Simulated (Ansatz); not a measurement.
## One run on YCo (Cmcm): parallel moments

All numbers below come from DFT, PBEsol, PAW with Ansatz's default frozen-core files, scalar-relativistic (Ansatz 0.2.0).

Command: `ansatz run input.yaml --threads 2 --pin off --max-ram 6144MiB --backend cpu --events-out ev --progress --plain --runs-dir out`

```yaml
crystal:
  lattice:
    - [2.067491779, -5.2151665575, 0.0]
    - [2.067491779, 5.2151665575, 0.0]
    - [0.0, 0.0, 3.84650815]
  atoms:
    - { symbol: "Y", position: [0.14277756, 0.85722244, 0.75], spin: 0.6 }
    - { symbol: "Y", position: [0.85722244, 0.14277756, 0.25], spin: 0.6 }
    - { symbol: Co, position: [0.44679314, 0.55320686, 0.75], spin: 2.0 }
    - { symbol: Co, position: [0.55320686, 0.44679314, 0.25], spin: 2.0 }
magnetization:
  spin_polarized: true
kpoints:
  mp_grid: { grid: [9, 9, 9] }
scf:
  occupations: { method: fermi_dirac, width: 0.03 }
  lower_state_search: "off"
hamiltonian:
  xc: pbesol
  pseudopotentials: { kind: paw }
output:
  forces: true
  stress: true
  eigenvalues: true
  populations: true
  write_density: true
  write_potential: true
  elf: true
  volumetric_format: npy
```

The program prints:

```
Engine: ansatz 0.2.0
Pseudopotentials: kind: paw
Pseudopotential: Y, paw, valence charge 11, recommended cutoff 420 eV (normal), Y.paw.azcp
Pseudopotential: Co, paw, valence charge 17, recommended cutoff 420 eV (normal), Co.paw.azcp
Functional definition: PBEsol
  exchange = pbesol_x
  correlation = pbesol_c
Crystal: 4 atoms, lattice volume = 82.949 Å³
Basis set: ecut = 420 eV, 1639 PW (Γ), exchange–correlation on 80×80×54 points (8 copies of the dense FFT grid, shifted against one another)
Bands: 37, of which v1, the nominal top of the filled ones, is band 28 counted from 1 (27 counted from 0)
Symmetry: 8 space group operations
Space group: Cmcm (ITA 63), of the structure as read, at distance tolerance 4.4e-5 Å
Magnetic group: BNS 63.457 (UNI 555), of the structure as read, at distance tolerance 4.4e-5 Å
k-points: 125 of 729
Non-local potential: Y, projectors of the file, l = 0: 3, l = 1: 2, l = 2: 2, l = 3: 1
Non-local potential: Co, projectors of the file, l = 0: 3, l = 1: 2, l = 2: 3, l = 3: 1
PAW form: soft (Blöchl's): semilocal exchange-correlation on the pseudo side does not see the compensation charge
PAW frozen core: Y, regenerated for the run's functional, and the local potential with it (the file was generated under x = pbe(κ = 0.804, μ = 0.2195149727645171), c = pbe(β = 0.06672455060314922))
PAW frozen core: Co, regenerated for the run's functional, and the local potential with it (the file was generated under x = pbe(κ = 0.804, μ = 0.2195149727645171), c = pbe(β = 0.06672455060314922))
PAW one-centre angular grid: Y, 590 points (default); XC on 64 Gauss nodes
PAW one-centre angular grid: Co, 590 points (default); XC on 64 Gauss nodes
Initial density: superposition of atomic densities (chi_scale 0.1, normalization cell)
Starting moments: Σ|m| = 5.2 μB on 4 of 4 sites
Initial wavefunctions: pseudopotential atomic-orbital guess
Functional: x = pbesol(κ = 0.804, μ = 0.12345679012345678), c = pbesol(β = 0.046)
SCF iter   1: F=—  HF=-17780.088616 eV  |F-HF|=—  |Δ(HF+E_count)|=         —  Δρ=1.97e-1 (↑4.02e-2 ↓1.97e-1)  dr2=4.73e1  dr2_m=7.33e0  M=0.806 μB ∫|m|=1.186 μB  β_m=0.30  ethr=3.10e-3  ⟨swp⟩=6.1  Hψ=34075  notcnv=0
preconditioner: auto → Kerker (q_TF=auto, 2.555 Å⁻¹)  [metal: Δε(μ)=0.007 eV  Ē_g=11.540 eV  σ=0.030 eV  W_gap=0.06  n_scr=26 (ndim 8)  ℏωp=24.5 eV  f_vac=0.000  D(μ)=2.22/eV (n_scr^D=12)]
spin=Collinear: Kerker preconditioning applied to the charge; magnetization (m = ρ↑ − ρ↓) channel mixes plain (no charge-response kernel on spin).
SCF iter   2: F=—  HF=-17779.254824 eV  |F-HF|=—  |Δ(HF+E_count)|=   8.34e-1  Δρ=1.36e-1 (↑1.36e-1 ↓9.48e-2)  dr2=2.44e1  dr2_m=5.89e-1  M=2.007 μB ∫|m|=2.534 μB  β_m=0.30  ethr=3.10e-3  ⟨swp⟩=3.0  Hψ=21164  notcnv=0  defer=758
SCF iter   3: F=—  HF=-17777.518607 eV  |F-HF|=—  |Δ(HF+E_count)|=    1.74e0  Δρ=5.91e-2 (↑2.78e-2 ↓5.91e-2)  dr2=6.81e0  dr2_m=1.11e0  M=1.291 μB ∫|m|=1.953 μB  β_m=0.30  ethr=3.10e-3  ⟨swp⟩=2.5  Hψ=20094  notcnv=0  defer=602
SCF iter   4: F=—  HF=-17778.053747 eV  |F-HF|=—  |Δ(HF+E_count)|=   5.35e-1  Δρ=8.50e-2 (↑8.29e-2 ↓8.50e-2)  dr2=2.84e1  dr2_m=8.61e-2  M=1.864 μB ∫|m|=2.735 μB  β_m=0.30  ethr=3.10e-3  ⟨swp⟩=3.8  Hψ=20734  notcnv=0  defer=683
SCF iter   5: F=—  HF=-17776.710423 eV  |F-HF|=—  |Δ(HF+E_count)|=    1.34e0  Δρ=2.25e-2 (↑1.37e-2 ↓2.25e-2)  dr2=2.83e-1  dr2_m=2.32e-1  M=1.356 μB ∫|m|=2.316 μB  β_m=0.30  ethr=3.10e-3  ⟨swp⟩=2.8  Hψ=14275  notcnv=0  defer=624
SCF iter   6: F=—  HF=-17776.716639 eV  |F-HF|=—  |Δ(HF+E_count)|=   6.22e-3  Δρ=1.62e-2 (↑1.62e-2 ↓8.18e-3)  dr2=9.37e-2  dr2_m=1.02e-1  M=1.327 μB ∫|m|=2.390 μB  β_m=0.30  ethr=5.05e-4  ⟨swp⟩=2.1  Hψ=12250  notcnv=0  defer=618
SCF iter   7: F=—  HF=-17776.733012 eV  |F-HF|=—  |Δ(HF+E_count)|=   1.64e-2  Δρ=2.05e-2 (↑6.18e-3 ↓2.05e-2)  dr2=2.34e-1  dr2_m=1.21e-1  M=1.181 μB ∫|m|=2.279 μB  β_m=0.30  ethr=1.67e-4  ⟨swp⟩=2.0  Hψ=12705  notcnv=0  defer=623
SCF iter   8: F=—  HF=-17776.738776 eV  |F-HF|=—  |Δ(HF+E_count)|=   5.76e-3  Δρ=1.46e-2 (↑6.07e-3 ↓1.46e-2)  dr2=7.75e-2  dr2_m=7.70e-2  M=1.121 μB ∫|m|=2.272 μB  β_m=0.30  ethr=1.67e-4  ⟨swp⟩=2.0  Hψ=10348  notcnv=0  defer=637
SCF iter   9: F=—  HF=-17776.745288 eV  |F-HF|=—  |Δ(HF+E_count)|=   6.51e-3  Δρ=1.01e-2 (↑6.44e-3 ↓1.01e-2)  dr2=1.41e-2  dr2_m=5.12e-2  M=1.070 μB ∫|m|=2.265 μB  β_m=0.30  ethr=1.38e-4  ⟨swp⟩=2.0  Hψ=10006  notcnv=0  defer=641
[...]
SCF iter  12: F=—  HF=-17776.757075 eV  |F-HF|=—  |Δ(HF+E_count)|=   3.25e-3  Δρ=8.34e-3 (↑3.30e-3 ↓8.34e-3)  dr2=1.89e-2  dr2_m=2.53e-2  M=0.946 μB ∫|m|=2.197 μB  β_m=0.45  ethr=5.50e-6  ⟨swp⟩=2.2  Hψ=14217  notcnv=0  defer=643
SCF iter  13: F=—  HF=-17776.762803 eV  |F-HF|=—  |Δ(HF+E_count)|=   5.73e-3  Δρ=9.53e-3 (↑9.53e-3 ↓2.69e-3)  dr2=1.00e-1  dr2_m=1.04e-2  M=0.932 μB ∫|m|=2.213 μB  β_m=0.07  ethr=5.50e-6  ⟨swp⟩=2.0  Hψ=17747  notcnv=0  defer=632
SCF iter  14: F=—  HF=-17776.759401 eV  |F-HF|=—  |Δ(HF+E_count)|=   3.40e-3  Δρ=4.52e-3 (↑3.67e-3 ↓4.52e-3)  dr2=5.75e-4  dr2_m=1.27e-2  M=0.890 μB ∫|m|=2.158 μB  β_m=0.23  ethr=5.50e-6  ⟨swp⟩=2.1  Hψ=18487  notcnv=0  defer=616
SCF iter  15: F=—  HF=-17776.762009 eV  |F-HF|=—  |Δ(HF+E_count)|=   2.61e-3  Δρ=2.75e-3 (↑2.75e-3 ↓2.39e-3)  dr2=8.15e-5  dr2_m=5.00e-3  M=0.831 μB ∫|m|=2.059 μB  β_m=0.71  ethr=1.03e-6  ⟨swp⟩=2.0  Hψ=16108  notcnv=0  defer=609
SCF iter  16: F=—  HF=-17776.764124 eV  |F-HF|=—  |Δ(HF+E_count)|=   2.12e-3  Δρ=1.04e-3 (↑1.04e-3 ↓3.15e-4)  dr2=7.70e-4  dr2_m=2.05e-4  M=0.725 μB ∫|m|=1.881 μB  β_m=0.86  ethr=1.46e-7  ⟨swp⟩=2.8  Hψ=18706  notcnv=0  defer=608
SCF iter  17: F=—  HF=-17776.764582 eV  |F-HF|=—  |Δ(HF+E_count)|=   4.58e-4  Δρ=7.69e-4 (↑7.69e-4 ↓4.20e-4)  dr2=9.31e-4  dr2_m=3.77e-5  M=0.698 μB ∫|m|=1.795 μB  β_m=0.93  ethr=1.46e-7  ⟨swp⟩=2.0  Hψ=16084  notcnv=0  defer=606
SCF iter  18: F=—  HF=-17776.764726 eV  |F-HF|=—  |Δ(HF+E_count)|=   1.45e-4  Δρ=6.03e-4 (↑1.79e-4 ↓6.03e-4)  dr2=4.50e-4  dr2_m=3.77e-5  M=0.672 μB ∫|m|=1.710 μB  β_m=0.96  ethr=1.46e-7  ⟨swp⟩=2.0  Hψ=15793  notcnv=0  defer=606
SCF iter  19: F=—  HF=-17776.764739 eV  |F-HF|=—  |Δ(HF+E_count)|=   1.31e-5  Δρ=3.84e-4 (↑1.36e-4 ↓3.84e-4)  dr2=1.90e-4  dr2_m=1.24e-5  M=0.660 μB ∫|m|=1.683 μB  β_m=0.85  ethr=1.46e-7  ⟨swp⟩=2.0  Hψ=11456  notcnv=0  defer=606
SCF iter  20: F=—  HF=-17776.764736 eV  |F-HF|=—  |Δ(HF+E_count)|=   3.76e-6  Δρ=1.84e-5 (↑1.53e-5 ↓1.84e-5)  dr2=1.87e-7  dr2_m=5.97e-8  M=0.650 μB ∫|m|=1.658 μB  β_m=0.79  ethr=1.46e-7  ⟨swp⟩=1.9  Hψ=10604  notcnv=0  defer=606
SCF iter  21: F=—  HF=-17776.764736 eV  |F-HF|=—  |Δ(HF+E_count)|=   5.07e-8  Δρ=1.29e-5 (↑1.29e-5 ↓5.46e-6)  dr2=1.79e-7  dr2_m=3.04e-8  M=0.651 μB ∫|m|=1.661 μB  β_m=0.85  ethr=1.79e-10  ⟨swp⟩=14.3  Hψ=62928  notcnv=0
SCF iter  22: F=-17776.764736 eV  HF=-17776.764736 eV  |F-HF|=4.16e-9  |Δ(HF+E_count)|=   3.86e-8  Δρ=2.78e-6 (↑2.10e-6 ↓2.78e-6)  dr2=5.31e-9  dr2_m=3.54e-9  M=0.650 μB ∫|m|=1.658 μB  ethr=1.79e-10  ⟨swp⟩=5.4  Hψ=50360  notcnv=0
SCF 1 converged in 22 iterations: F = -17776.764736 eV  dr2 = 5.31e-9
  greatest PAW one-centre occupation: 1.001 electrons in one spin orbital (limit 2), on the Co atom at site 3 (counted from 0), in its partial waves of l = 1
SCF converged after 22 iterations
Magnetization: 0.6497 μB (28.3248 up, 27.6752 down)
Absolute magnetization: 1.6588 μB (∫|ρ↑−ρ↓|, with the PAW one-centre terms)
Spin contamination: 0.1346 ħ² per cell (⟨S²⟩ above its minimum at these occupations)
Per-site moments (μB) at R_I (Å): [(-0.08591904250141481, 1.1993188698279955), (-0.08591904250141487, 1.1993188698279955), (0.56828801493254, 0.9159777810685882), (0.5682880149325399, 0.9159777810685882)]
Free energy (F): -17776.764736 eV
Harris-Foulkes:  -17776.764736 eV  (|F-HF|=4.16e-9)
Internal energy: -17776.751870 eV  (E = F + TS)
E sigma→0 (E₀):  -17776.758303 eV
Entropy (-TS):   -0.012866 eV (-3.217 meV/atom)
Fermi energy:    12.085824 eV
--- Per-component energies (eV) ---
  E_band       = -874.310456
  E_kinetic    = 1524.187843
  E_local      = -9614.973605  (includes V_loc(G=0)·N_el)
  E_nonlocal   = 1016.321953
  E_hartree    = 4049.388096
  E_xc         = -658.903101
  E_vxc        = -805.293110  (∫ρ·V_xc dr)
  E_paw        = -8516.588099  (= ΣΔE_a)
  E_vpaw       = -1093.335225  (= ΣTr[D̂ρ^β])
  E_aug_tail   = 0.000123  (compensation charges beyond the density's cutoff)
  E_ewald      = -5576.859463
  E_core_change = 0.674384  (= ΣΔE_core)
  E_smearing   = -0.012866  (= −TS)
  E_closure    = 0.000000  (closes the sum)
  Σ components = -17776.764736   (vs F -17776.764736, Δ=0.00e0)
--- Forces (eV/Å), atoms counted from 1 ---
  atom   1  Y      0.00000000     0.06323382     0.00000000
  atom   2  Y     -0.00000000    -0.06323382     0.00000000
  atom   3  Co    -0.00000000    -0.13110323     0.00000000
  atom   4  Co     0.00000000     0.13110323     0.00000000
  max |Σ_I F_I| component: 6.94e-18 eV/Å
--- Stress (GPa, compression-positive) ---
       -5.362233      -0.000000       0.000000
       -0.000000      -5.043093      -0.000000
        0.000000      -0.000000      -3.968756
  P = ⅓ Tr σ = -4.7914 GPa (-47.914 kbar)
--- Band table (eV; the first three rows and the last of 250) ---
  k-point 0 ↑: bands = ["-82.5968", "-82.5205", "-46.3949", "-46.0123", "-45.9350", "-45.8963", "-45.8764", "-45.8049", "-30.1432", "-30.0750", "-10.3902", "-10.1865", "-10.1509", "-10.0369", "-9.9906", "-9.9670", "6.0438", "9.1559", "9.3321", "9.3475", "9.6528", "9.7959", "10.3840", "10.7355", "10.8468", "11.1305", "11.2330", "11.2332", "13.1964", "13.3825", "13.4186", "13.7942", "14.1355", "14.3 …
  k-point 1 ↑: bands = ["-82.5945", "-82.5228", "-46.3868", "-46.0374", "-45.9332", "-45.8800", "-45.8782", "-45.8043", "-30.1401", "-30.0760", "-10.3759", "-10.2006", "-10.1459", "-10.0387", "-10.0170", "-9.9778", "6.2056", "9.0415", "9.3609", "9.3940", "9.6251", "10.0907", "10.2803", "10.4423", "10.8383", "11.2977", "11.3355", "11.3486", "13.0442", "13.1600", "13.3703", "13.7884", "14.0672", "14 …
  k-point 2 ↑: bands = ["-82.5878", "-82.5294", "-46.3629", "-46.0907", "-45.9281", "-45.8832", "-45.8522", "-45.8031", "-30.1314", "-30.0791", "-10.3352", "-10.2339", "-10.1320", "-10.0850", "-10.0446", "-10.0095", "6.6737", "8.8859", "9.4053", "9.5344", "9.6861", "10.0220", "10.0825", "10.4679", "10.8183", "11.4578", "11.5520", "11.5825", "12.6874", "12.7693", "13.3295", "13.5524", "13.8700", "1 …
  k-point 124 ↓: bands = ["-81.8833", "-81.8698", "-45.5623", "-45.5099", "-45.2328", "-45.2224", "-45.2011", "-45.2007", "-30.1559", "-30.1525", "-10.4859", "-10.4729", "-10.1633", "-10.1309", "-10.0837", "-10.0701", "8.7153", "9.2815", "9.3993", "9.6581", "10.0902", "10.1060", "10.3586", "10.6870", "10.7815", "11.1439", "11.2302", "11.5639", "12.9382", "13.1173", "13.8874", "14.1705", "14.5458", …
--- Löwdin populations: 4 sites ---
  site symbol       q [e]    m [muB]
     0      Y     10.9316    -0.2215
     1      Y     10.9316    -0.2215
     2     Co     16.8303     0.5808
     3     Co     16.8303     0.5808
  spilling = 0.008504 (of n_electrons = 56.000000)
```

populations.tsv:

```
# site	symbol	l	j	q_up	q_dn
# orbitals = lowdin
# n_electrons = 56.000000
# spilling = 0.008504
0	Y	0_4S	-	0.983850	0.984050
0	Y	0_5S	-	0.408905	0.430517
0	Y	1_4P	-	2.988241	2.989809
0	Y	2_4D	-	0.974059	1.172140
1	Y	0_4S	-	0.983850	0.984050
1	Y	0_5S	-	0.408905	0.430517
1	Y	1_4P	-	2.988241	2.989809
1	Y	2_4D	-	0.974059	1.172140
2	Co	0_3S	-	0.988731	0.988992
2	Co	0_4S	-	0.435538	0.442556
2	Co	1_3P	-	2.995759	2.996094
2	Co	2_3D	-	4.285512	3.697132
3	Co	0_3S	-	0.988731	0.988992
3	Co	0_4S	-	0.435538	0.442556
3	Co	1_3P	-	2.995759	2.996094
3	Co	2_3D	-	4.285512	3.697132
```

Site moments (μB): Y1 -0.09, Y2 -0.09, Co3 0.57, Co4 0.57. Cell moment 0.65 μB.

The magnetic group in the log treats spin as a scalar label, without spin–orbit coupling.

The PAW files were made with PBE; the program remakes their cores once for the run's functional and then keeps them frozen. The Ansatz runs typed with the search for lower states off end where their start leads. The magnetic state is the one that this cell and start allow. It needn't be the compound's measured order, which may need a larger cell or be absent.

It took 48 s on 2 threads of Arm Neoverse V2 (shared host), peak memory 0.74 GiB.
